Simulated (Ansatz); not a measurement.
With PBE (plane waves, PAW; program Ansatz), C in the tetragonal phase (P4_2/mmc; C on 2e, C on 4i) relaxes to a = 2.600 Å, c = 5.987 Å. C on 2e has 4 nearest neighbours from 1.54 Å (tetrahedral).

Electronic character: metallic (no gap).

The bulk modulus is 317 GPa.

The start of the workflow was typed in or built on a structure type; neither database checked (COD, Materials Project) lists it. It is not the phase usual at ambient conditions (space group No. 194, 227). Symmetry was held in the PBE relaxation; its stability against distortions is not shown here.

Potentials: the later of the program's two PAW sets.
